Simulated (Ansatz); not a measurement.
ZrC:
```yaml
crystal:
  lattice:
    - [0.00000, 2.35569, 2.35569]
    - [2.35569, 0.00000, 2.35569]
    - [2.35569, 2.35569, 0.00000]
  atoms:
    - { symbol: C, position: [0.00000, 0.00000, 0.00000] }
    - { symbol: Zr, position: [0.50000, 0.50000, 0.50000] }
```

Relaxed with r²SCAN. Special points in fractions of this cell's reciprocal vectors: Γ (0.000, 0.000, 0.000); X (0.500, 0.000, 0.500); U (0.625, 0.250, 0.625); K (0.375, 0.375, 0.750); L (0.500, 0.500, 0.500); W (0.500, 0.250, 0.750).

List the band energies nearest the Fermi level at these points for r²SCAN in the plane-wave PAW code Ansatz.

In eV from the Fermi level; about four levels below and three above (degenerate sets whole), none deeper than 8.9 eV; points with the same levels are listed once.

```tsv
k	below	above
Γ	–	0.91 0.91 0.91
X	-2.23 -1.62 -0.01 -0.01	4.56 5.92 5.92
U	-3.13 -2.42 -1.71	1.67 5.14 5.68
L	-5.45 -3.10 -3.10	4.76 4.76 5.66
W	-2.79 -2.44 -2.44	3.51 3.51 5.93
```

Space group Fm-3m (rock salt). The cell was relaxed with r²SCAN under the symmetry of its start; of distortions, only those at the zone centre were tested. No spin polarisation was allowed. Scalar-relativistic: spin–orbit coupling is off unless named, which matters more the heavier the elements.

Potentials: the later of the program's two PAW sets.
